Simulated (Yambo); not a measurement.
Yambo run on Cu2O (space group Pn-3m, No. 224). The wavefunctions are norm-conserving PBEsol (Quantum ESPRESSO, 92 Ry, no spin-orbit coupling) ones on a 4×4×4 mesh (44 occupied bands); a = b = c = 4.2467 Å, α = β = γ = 90.00°.

Yambo input:

```
rim_cut
gw0
dyson
el_el_corr
HF_and_locXC
cohsex
em1s
RandQpts= 1000000
RandGvec= 1 Ry
EXXRLvcs= 92 Ry
VXCRLvcs= 368 Ry
Chimod= "HARTREE"
% BndsRnXs
 17 | 171 |
%
NGsBlkXs= 8 Ry
% LongDrXs
 1.0 | 1.0 | 1.0 |
%
ExtendOut
% QPkrange
 1 | 1 | 44 | 45 |
%
```

k points by index: 1 = Γ.

The o-*.qp file then holds:

```
#    K-point    Band    Eo [eV]    E [eV]    E-Eo [eV]    Vxc [eV]    Vnlxc [eV]    Sc|Eo [eV]    Re(Z)    Im(Z)
#
    1    44    0.000000    -1.554429    -1.554429    -29.41126    -35.38024    4.414546    1.000000    0.000000
    1    45    0.484629    0.155262    -0.329367    -28.11901    -25.82180    -2.626572    1.000000    0.000000
```
(The two width columns are left out.) Convergence of these settings isn't established.

Geometry of the Materials Project entry, not relaxed at this level.
